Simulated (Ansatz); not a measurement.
Space group Fd-3m:1 (No. 227). a = 8.620 Å, b = 8.620 Å, c = 8.620 Å, α = 90.00°, β = 90.00°, γ = 90.00°
| atom | site | symmetry | x | y | z |
| --- | --- | --- | --- | --- | --- |
| Ti | 32e | .3m | 0.8813 | 0.1187 | 0.1187 |
| C | 16c | .-3m | 0.1250 | 0.1250 | 0.1250 |

Equation of state of this Ti2C structure (not necessarily the ground state), with shape and atoms relaxed at each volume where symmetry leaves them free. It has no gap at any of these volumes. Theory: Ansatz, DFT r2SCAN, scalar-relativistic, plane waves, PAW.

Cutoff 500 eV; k points 8×8×8 on the computed 12-atom cell (Γ-centred); Gaussian smearing, width 0.10 eV; no spin polarisation.

```csv
V (Å³/atom),E − E(largest V) (meV/atom),P (GPa)
11.744,58.71,24.55
12.144,6.81,16.99
12.545,-27.30,10.44
12.945,-46.17,4.81
13.345,-51.99,0.00
13.746,-46.70,-4.11
14.146,-31.94,-7.59
14.680,0.00,-11.42
```

Q: Fit a third-order Birch–Murnaghan equation to E(V).

A: V0 = 13.35 Å³/atom, B0 = 148 GPa, B0' = 4.3.